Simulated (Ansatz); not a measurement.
TiGaNi6 in space group P4/mmm (No. 123; Pearson symbol tP8), plane-wave PAW PBE (Ansatz code), all energies at zero smearing, with the estimated change up to a 700 eV cutoff added, with one set of potentials and settings (totals compare only within such a set). Cell of 8 atoms (1 Ti, 1 Ga, 6 Ni): -41324.266 eV.

| element | reference phase | E (eV/atom) |
|---|---|---|
| Ti | P6/mmm, 3 atoms in the cell | -2499.6739 |
| Ga | Cmce, 4 atoms in the cell | -3783.0209 |
| Ni | Fm-3m, 1 atoms in the cell, spin-polarised | -5839.7239 |

Formation energy per atom, worked out: (-41324.266 − 1×(-2499.6739) − 1×(-3783.0209) − 6×(-5839.7239))/8 = -0.403 eV/atom (-39 kJ per mol of atoms), at 0 K, without zero-point energy or fitted corrections.

The first step of the workflow began from a Materials Project structure, measured or hypothetical; the Crystallography Open Database copy checked does not list it. With Ti and Ga taken as one species the cell has the higher symmetry Pm-3m, so it may be an ordered model of a mixed-site phase. Its standing as an ambient phase is unchecked. The cell was relaxed with PBE under the symmetry of its start; whether a distortion lowers the energy is not shown. The workflow began spin-polarised and lost its moments. The references are the lowest solids computed at this level, not always the standard phases.

Potentials: the later of the program's two PAW sets.
